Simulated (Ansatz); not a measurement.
## CuI, first-principles data

CuI:
```xyz
2
Lattice="3.5396 0.0000 0.0000 0.0000 3.5396 0.0000 0.0000 0.0000 3.5396" Properties=species:S:1:pos:R:3 pbc="T T T"
Cu     0.0000     0.0000     0.0000
I      1.7698     1.7698     1.7698
```

Space group Pm-3m (No. 221), CsCl type; conventional cell a = b = c = 3.540 Å, α = β = γ = 90.00°.

Method: PBEsol (plane waves, PAW; program Ansatz). Geometry: relaxed at this level of theory. Other levels are named where they apply.

**Cell and energy**

```json
{
  "volume_per_atom": "22.17 Å³",
  "density": "7.13 g/cm³",
  "Formation energy from the elements (no fitted shifts)": "0.60 eV/atom"
}
```

**Electronic structure**

```json
{
 "electronic_character": "metallic (no gap)",
 "Density of states at the Fermi level": "0.79 states/eV per atom (mean over ±0.08 eV)",
 "Gap with spin–orbit coupling": "none (metallic)"
}
```

**Magnetism**

```json
{
 "magnetic_order": "non-magnetic (starting moments vanished)"
}
```

**Mechanics**

```json
{
  "Bulk modulus (Birch–Murnaghan fit)": "45.6 GPa",
  "Pressure derivative B′": "5.0",
  "Elastic constants (relaxed ions, GPa)": "C11 = 78.1, C12 = 30.4, C44 = -38.4",
  "mechanical_stability": "unstable (C has a negative eigenvalue)"
}
```

**Phonons**

```json
{
 "zone_centre_stability": "unstable, softest mode 75i cm⁻¹"
}
```

The start of the workflow was typed in or built on a structure type; neither database checked (COD, Materials Project) lists it. It is not the phase usual at ambient conditions (space group No. 216). The cell was relaxed with PBEsol under the symmetry of its start. The workflow began spin-polarised and lost its moments. Its formation energy is positive at this level, so the cell may be metastable or incomplete. As this level gives no gap, shear constants depend on the k-mesh and smearing (Fermi–Dirac, 0.1 eV here). As this level gives no gap, phonon frequencies hold no LO–TO term and depend on the k-mesh and smearing (Fermi–Dirac, 0.1 eV here). The references are the lowest solids computed at this level, not always the standard phases. Scalar-relativistic: spin–orbit coupling is off unless named, which matters more the heavier the elements.

Potentials: the later of the program's two PAW sets.
